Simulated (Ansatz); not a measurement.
CsSnI3:
```cif
data_Cs4I12Sn4
_chemical_formula_sum 'Cs4 I12 Sn4'
_space_group_name_H-M_alt 'Pnma'
_space_group_IT_number 62
_space_group_name_Hall '-P 2ac 2n'
_cell_length_a 10.60746
_cell_length_b 4.77404
_cell_length_c 17.94737
_cell_angle_alpha 90.000
_cell_angle_beta 90.000
_cell_angle_gamma 90.000
loop_
_space_group_symop_operation_xyz
  'x, y, z'
  '-x, -y, -z'
  '-x+1/2, -y, z+1/2'
  'x+1/2, y, -z+1/2'
  'x+1/2, -y+1/2, -z+1/2'
  '-x+1/2, y+1/2, z+1/2'
  '-x, y+1/2, -z'
  'x, -y+1/2, z'
loop_
_atom_site_label
_atom_site_type_symbol
_atom_site_symmetry_multiplicity
_atom_site_Wyckoff_symbol
_atom_site_fract_x
_atom_site_fract_y
_atom_site_fract_z
_atom_site_occupancy
Cs1 Cs 4 c 0.08423 0.25000 0.33048 1
I1 I 4 c 0.47245 0.25000 0.38406 1
I2 I 4 c 0.33289 0.25000 0.00106 1
I3 I 4 c 0.20604 0.25000 0.70801 1
Sn1 Sn 4 c 0.15752 0.75000 0.06193 1
```

Relaxed with r²SCAN (plane waves, PAW; program Ansatz). Indices refer to the conventional cell of Pnma, a = 10.607 Å, b = 4.774 Å, c = 17.947 Å, α = β = γ = 90.00°.

Q: Simulate the powder diffraction pattern (Cu Kα, λ = 1.54184 Å; lines above 1 %) up to 2θ = 90°.

A: Simulated powder pattern, Cu Kα, λ = 1.54184 Å (kinematic, ideal powder, no thermal factors, no anomalous dispersion; the 30 strongest lines at most, above 1 %, up to 2θ = 90°):

```json
[
 {"2θ (°)": "12.92", "d (Å)": "6.851", "I/Imax (%)": "9.1", "hkl": "(102)"},
 {"2θ (°)": "22.40", "d (Å)": "3.969", "I/Imax (%)": "9.0", "hkl": "(203)"},
 {"2θ (°)": "25.30", "d (Å)": "3.520", "I/Imax (%)": "68", "hkl": "(113)"},
 {"2θ (°)": "25.59", "d (Å)": "3.481", "I/Imax (%)": "79", "hkl": "(211)"},
 {"2θ (°)": "25.68", "d (Å)": "3.469", "I/Imax (%)": "9.2", "hkl": "(301)"},
 {"2θ (°)": "26.01", "d (Å)": "3.425", "I/Imax (%)": "39", "hkl": "(204)"},
 {"2θ (°)": "26.21", "d (Å)": "3.400", "I/Imax (%)": "49", "hkl": "(105)"},
 {"2θ (°)": "27.02", "d (Å)": "3.300", "I/Imax (%)": "100", "hkl": "(212)"},
 {"2θ (°)": "27.11", "d (Å)": "3.290", "I/Imax (%)": "21", "hkl": "(302)"},
 {"2θ (°)": "31.06", "d (Å)": "2.879", "I/Imax (%)": "16", "hkl": "(106)"},
 {"2θ (°)": "31.17", "d (Å)": "2.869", "I/Imax (%)": "34", "hkl": "(015)"},
 {"2θ (°)": "32.23", "d (Å)": "2.777", "I/Imax (%)": "13", "hkl": "(304)"},
 {"2θ (°)": "33.07", "d (Å)": "2.709", "I/Imax (%)": "14", "hkl": "(312)"},
 {"2θ (°)": "36.44", "d (Å)": "2.465", "I/Imax (%)": "9.8", "hkl": "(116)"},
 {"2θ (°)": "37.08", "d (Å)": "2.424", "I/Imax (%)": "12", "hkl": "(403)"},
 {"2θ (°)": "37.46", "d (Å)": "2.401", "I/Imax (%)": "22", "hkl": "(314)"},
 {"2θ (°)": "37.68", "d (Å)": "2.387", "I/Imax (%)": "42", "hkl": "(020)"},
 {"2θ (°)": "40.18", "d (Å)": "2.245", "I/Imax (%)": "14", "hkl": "(412)"},
 {"2θ (°)": "40.85", "d (Å)": "2.209", "I/Imax (%)": "27", "hkl": "(117)"},
 {"2θ (°)": "41.79", "d (Å)": "2.162", "I/Imax (%)": "12", "hkl": "(413)"},
 {"2θ (°)": "46.36", "d (Å)": "1.958", "I/Imax (%)": "16", "hkl": "(224)"},
 {"2θ (°)": "46.48", "d (Å)": "1.954", "I/Imax (%)": "20", "hkl": "(125)"},
 {"2θ (°)": "47.03", "d (Å)": "1.932", "I/Imax (%)": "9.1", "hkl": "(322)"},
 {"2θ (°)": "48.01", "d (Å)": "1.895", "I/Imax (%)": "10", "hkl": "(512)"},
 {"2θ (°)": "49.61", "d (Å)": "1.838", "I/Imax (%)": "8.6", "hkl": "(126)"},
 {"2θ (°)": "52.70", "d (Å)": "1.737", "I/Imax (%)": "13", "hkl": "(309)"},
 {"2θ (°)": "55.37", "d (Å)": "1.659", "I/Imax (%)": "14", "hkl": "(1 1 10)+(227)"},
 {"2θ (°)": "61.73", "d (Å)": "1.503", "I/Imax (%)": "9.5", "hkl": "(232)"},
 {"2θ (°)": "66.58", "d (Å)": "1.404", "I/Imax (%)": "13", "hkl": "(329)"},
 {"2θ (°)": "74.23", "d (Å)": "1.278", "I/Imax (%)": "9.3", "hkl": "(810)"}
]
```

The r²SCAN relaxation kept the symmetry of its start. Spin–orbit coupling is left out wherever it is not named.

Potentials: the later of the program's two PAW sets.
